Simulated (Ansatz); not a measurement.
Name crystals whose computed values (plane-wave PAW PBEsol (Ansatz code)) fall in these windows: B₀ by P(V) fit (GPa) 260 to 320; Θ_D (K) 230 to 270; G_Hill (GPa) 59 to 79.



```json
[
 {"crystal": "Pt, fcc (Cu type)", "B₀ by P(V) fit (GPa)": "287", "Θ_D (K)": "250", "G_Hill (GPa)": "72.3"}
]
```
Others may fit too.

The cell was relaxed under the symmetry of its start. Rows with no word on spin ran without spin polarisation. Scalar-relativistic: spin–orbit coupling is off unless named, which matters more the heavier the elements.

Potentials: the later of the program's two PAW sets.
